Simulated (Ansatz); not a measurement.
Relaxed WC (WC type, space group P-6m2):

```yaml
crystal:
  lattice:
    - [5.84370, 0.00000, 0.00000]
    - [-1.46093, 2.53040, 0.00000]
    - [2.92185, 0.00000, 2.84710]
  atoms:
    - { symbol: W, position: [0.00000, 0.00000, 0.00000] }
    - { symbol: W, position: [0.50000, 0.00000, 0.00000] }
    - { symbol: C, position: [0.08333, 0.33333, 0.50000] }
    - { symbol: C, position: [0.58333, 0.33333, 0.50000] }
```

The atoms are displaced by Q × the pattern below (from a DFPT mode at L = (0.5, 0.0, 0.5), largest move 1; Q in Å), at fixed cell. (q is in reciprocal vectors of the primitive cell; the cell shown is doubled to hold the pattern.)

```json
[
 {"atom": "W1", "x": "-0.866", "y": "-0.500", "z": "0.000"},
 {"atom": "W2", "x": "0.866", "y": "0.500", "z": "0.000"},
 {"atom": "C3", "x": "0.000", "y": "0.000", "z": "-0.339"},
 {"atom": "C4", "x": "0.000", "y": "0.000", "z": "0.339"}
]
```

Method: PBE (plane waves to 420 eV, PAW, scalar-relativistic; Ansatz, an electronic-structure program). k mesh 18×18×18 (Γ-centred), Fermi-Dirac smearing 0.05 eV. The energy includes the smearing's −TS. Stress and pressure are positive under compression. With partly filled bands, energies and forces of such displacements shift with the k mesh and the smearing. Spin-orbit coupling is left out, though W is heavy. WC is run without spin polarisation. WC was relaxed with its symmetry unable to fall. The zero of ΔE is the undisplaced structure.

| Q (Å) | ΔE (meV/cell) | P (GPa) | −dE/dQ from forces (eV/Å) |
|---|---|---|---|
| -0.100 | ___ | 3.4 | 6.972 |
| -0.083 | ___ | 2.3 | 5.836 |
| -0.067 | ___ | 1.5 | 4.684 |
| -0.050 | 88 | 0.8 | 3.520 |
| -0.033 | 39 | 0.4 | 2.351 |
| -0.017 | 10 | 0.1 | 1.177 |
| 0.000 | 0 | 0.0 | 0.000 |
| 0.017 | 10 | 0.1 | -1.177 |
| 0.033 | 39 | 0.4 | -2.351 |
| 0.050 | 88 | 0.8 | -3.520 |
| 0.067 | ___ | 1.5 | -4.684 |
| 0.083 | ___ | 2.3 | -5.836 |
| 0.100 | ___ | 3.4 | -6.972 |

**Question.** Fill in the missing entries.

**Answer.** 
- -0.100, ΔE (meV/cell): 351
- -0.083, ΔE (meV/cell): 244
- -0.067, ΔE (meV/cell): 157
- 0.067, ΔE (meV/cell): 157
- 0.083, ΔE (meV/cell): 244
- 0.100, ΔE (meV/cell): 351

(A displaced cell: forces are minus the slopes of the energy, force constants its curvatures, and phonons follow from these.)
